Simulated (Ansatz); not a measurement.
Polymorphs of NaCl, each relaxed with the program Ansatz at the HSE06 level (PAW):

A: rock salt (Fm-3m)
a = b = c = 5.6523 Å, α = β = γ = 90.00°

```tsv
atom	site	symmetry	x	y	z
Cl	4a	m-3m	0.0000	0.0000	0.0000
Na	4b	m-3m	0.5000	0.5000	0.5000
```

B: CsCl type (Pm-3m)
a = 3.4821 Å, b = 3.4821 Å, c = 3.4821 Å, α = 90.00°, β = 90.00°, γ = 90.00°

| atom | site | symmetry | x | y | z |
|---|---|---|---|---|---|
| Na | 1a | m-3m | 0.0000 | 0.0000 | 0.0000 |
| Cl | 1b | m-3m | 0.5000 | 0.5000 | 0.5000 |

**Question.** Order them by energy per atom at 0 K (lowest first) at the level HSE06.

**Answer.** A (+0 meV/atom), B (+162 meV/atom)

**Question.** Give each one's gap.

**Answer.** A 6.45 eV; B 5.36 eV.

Not the usual ambient phase: B. All cells were relaxed under the symmetry of their starts (and spin orders); stability against distortions was not tested throughout.

Potentials: the later of the program's two PAW sets.
